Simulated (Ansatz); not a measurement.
**Ionic part of the dielectric constant of CdC₂ at 40 GPa, mode by mode**

Computed with DFT LDA, scalar-relativistic, plane waves, PAW in Ansatz 0.2.0. Cutoff 420 eV, 8×8×8 k-points (Γ-centred), fixed occupations. No spin polarisation. Phonons by linear response, acoustic sum rule imposed.

Symmetry: I4/mmm, No. 139, tetragonal system. Conventional cell: a = 3.362 Å, b = 3.362 Å, c = 5.492 Å, α = 90.00°, β = 90.00°, γ = 90.00°. Cd (site symmetry 4/mmm) is surrounded by 2 C at 2.13 Å. Around C (site symmetry 4mm) lie 1 C at 1.24 Å.

The cell was built by swapping an element in a database structure (itself possibly hypothetical) and relaxing; it need not be the stable form of this composition.

The primitive cell has V = 31.04 Å³ and ε∞,yy = 6.484. Each polar mode adds Δε = (4.92064×10⁷/V)·S/ν² along y, with S its oscillator strength in e²/amu, ν in cm⁻¹ and V in Å³.

Question: From these modes, find each Δε and ε0,yy.
| ν (cm⁻¹) | S_yy (e²/amu) |
| --- | --- |
| 160.1 | 0.3423 |

Answer:
```
ν (cm⁻¹)     Δε
   160.1  21.17
```

The sum is 21.169, so ε0,yy = 27.65; the run's tensor has 27.65.

Question: Where do the longitudinal modes lie for a wave vector along y?

Answer: At 331 cm⁻¹. The Lyddane–Sachs–Teller product Π(ν_LO/ν_TO)² = 4.26 matches ε0/ε∞ = 4.26.